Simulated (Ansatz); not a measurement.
PtS$_{2}$:
```xyz
3
Lattice="3.5479 0.0000 0.0000 -1.7740 3.0726 0.0000 0.0000 0.0000 5.6134" Properties=species:S:1:pos:R:3 pbc="T T T"
Pt     0.0000     0.0000     0.0000
S      1.7740     1.0242     4.3798
S      0.0000     2.0484     1.2336
```

Relaxed with r²SCAN. Special points in fractions of this cell's reciprocal vectors: Γ (0.000, 0.000, 0.000); M (0.500, 0.000, 0.000); K (0.333, 0.333, 0.000); A (0.000, 0.000, 0.500); L (0.500, 0.000, 0.500); H (0.333, 0.333, 0.500).

Task: List the band energies nearest the valence-band maximum at these points for r²SCAN (plane waves, PAW; program Ansatz).

Result: In eV from the valence-band maximum; about four levels below and three above (degenerate sets whole), none deeper than 8.9 eV; points with the same levels are listed once.

```csv
k,below,above
Γ,-1.64 -0.72 -0.72 -0.20,2.87 2.87 5.95
M,-2.71 -2.63 -2.45 -2.14,2.31 2.94 5.84
K,-3.15 -2.64 -1.14 -1.14,1.54 1.54 6.14
A,-1.97 -0.93 -0.80 -0.80,3.08 3.08 6.22
L,-2.79 -2.48 -2.36 -1.44,2.55 2.75 5.52
H,-3.12 -3.07 -1.44 -1.44,2.31 2.31 7.52
```

Space group P-3m1 (CdI2 type). The cell was relaxed with r²SCAN under the symmetry of its start. No spin polarisation was allowed. A crystal of weakly bound layers computed without a dispersion correction: the cell and the soft elastic constants depend strongly on that. Spin–orbit coupling is left out wherever it is not named.

Potentials: the later of the program's two PAW sets.
